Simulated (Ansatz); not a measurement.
Starting cell, Cs (bcc, W type):

```yaml
crystal:
  lattice:
    - [-6.15681, 6.15681, 6.15681]
    - [3.07841, -3.07841, 3.07841]
    - [3.07841, 3.07841, -3.07841]
  atoms:
    - { symbol: Cs, position: [0.00000, 0.00000, 0.00000] }
    - { symbol: Cs, position: [0.50000, 0.00000, 0.00000] }
```

The atoms are displaced by Q × the pattern below (from a DFPT mode at N = (0.5, 0.0, 0.0), largest move 1; Q in Å), at fixed cell. (q is in reciprocal vectors of the primitive cell; the cell shown is doubled to hold the pattern.)

```
atom       x      y      z
----  ------  -----  -----
Cs1    1.000  0.000  0.000
Cs2   -1.000  0.000  0.000
```

Level of theory: PBE (plane waves to 420 eV, PAW, scalar-relativistic; Ansatz, a first-principles code). k mesh 11×11×11 (Γ-centred), Fermi-Dirac smearing 0.05 eV. Energies are smeared free energies. With partly filled bands, energies and forces of such displacements shift with the k mesh and the smearing. Cs was relaxed with its symmetry unable to fall. The PAW data are Ansatz's earlier set. The zero of ΔE is the undisplaced structure. The last digit holds for this mesh only.

```tsv
Q (Å)	ΔE (meV/cell)
-0.1000	withheld
-0.0833	1.57
-0.0667	1.01
-0.0500	0.57
-0.0333	0.25
-0.0167	0.06
0.0000	0.00
0.0167	0.06
0.0333	0.25
0.0500	0.57
0.0667	1.01
0.0833	1.57
0.1000	withheld
```

Q: Fit an even polynomial form (powers 2, 4) to the given rows and predict ΔE at Q = 0.1000.

A: Least squares on the 11 given rows: ΔE = (228.0)·Q² + (-240.7)·Q⁴, in meV/cell with Q in Å; root-mean-square residual 0.002 meV/cell. At 0.1000 the fit gives 2.26 meV/cell; the calculation gives 2.26 meV/cell, the same to the digits shown. The quadratic term alone would give 2.28 meV/cell.

(For displaced atoms, the force is minus the slope of the energy, and its curvature is a force constant, which sets phonon frequencies.)
